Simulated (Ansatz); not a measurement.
LiF:
Space group Fm-3m (No. 225); a = b = c = 4.068 Å, α = β = γ = 90.00°

```
atom  site  symmetry       x       y       z
----  ----  --------  ------  ------  ------
Li      4a      m-3m  0.0000  0.0000  0.0000
F       4b      m-3m  0.5000  0.5000  0.5000
```
(The calculation used a cell of 2 atoms; values per cell refer to that cell.)

Relaxed with PBE.

Question: Decompose the optical modes at the zone centre into irreducible representations, and say which are infrared and Raman allowed.

Answer: Point group m-3m: Γ_opt = T1u. Infrared: T1u. Raman: none.

Question: Assign frequencies (DFPT, DFT-PBE in the program Ansatz with PAW potentials; without the LO–TO term).

Answer: T1u 266 cm⁻¹.

The PBE relaxation kept the symmetry of its start; phonons on a q-mesh show no instability.

Potentials: the later of the program's two PAW sets.
